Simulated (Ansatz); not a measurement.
# Ga3Sb: a faulty run and its cure

Someone meant to compute Ga3Sb with PBE, plane waves and PAW in Ansatz and wrote this input.

```yaml
crystal:
  lattice:
    - [-2.158799, 2.158799, 4.760484]
    - [2.158799, -2.158799, 4.760484]
    - [2.158799, 2.158799, -4.760484]
  atoms:
    - { symbol: Ga, position: [0.75, 0.25, 0.5] }
    - { symbol: Ga, position: [0.25, 0.75, 0.5] }
    - { symbol: Ga, position: [0.5, 0.5, 0.0], spin: 2.0 }
    - { symbol: Sb, position: [0.0, 0.0, 0.0] }
basis:
  ecutwfc: 420
kpoints:
  mp_grid: { grid: [14, 14, 14] }
hamiltonian:
  xc: pbe
scf:
  occupations: { method: gaussian, width: 0.1 }
output:
  forces: true
  stress: true
  eigenvalues: true
  populations: true
magnetization:
  spin_polarized: false
```

Command:

```bash
ansatz run input.yaml --threads 1 --pin off --max-ram 2560MiB --backend cpu --events-out ev --progress --plain --runs-dir out
```

The program printed:

```text
Error: inconsistent input (magnetization.spin_polarized): false but per-atom `spin:`, `per_species`, `initial_magnetization`, `magnetic_field`, or `spin_locking` is set
```

Question: What is the cause?
A. A charge on a gapped cell under fixed occupations
B. A relaxation cut at too few steps
C. Cartesian positions typed as fractional ones
D. No empty bands beside a smearing
E. Starting moments without spin polarisation

Answer: E. Moments need two spin channels. The cure is the moments removed, as this run is meant to be without spin (a magnetic crystal would need spin polarisation switched on instead).

The change to the input:

```diff
 crystal:
   atoms:
-    - { symbol: Ga, position: [0.5, 0.5, 0.0], spin: 2.0 }
+    - { symbol: Ga, position: [0.5, 0.5, 0.0] }
-magnetization:
-  spin_polarized: false
```

The mended run converges, with no gap, a pressure of -0.46 GPa.

Time of the mended run: 45 s on 1 thread of Arm Neoverse V2, on a shared host, peak memory 0.72 GiB.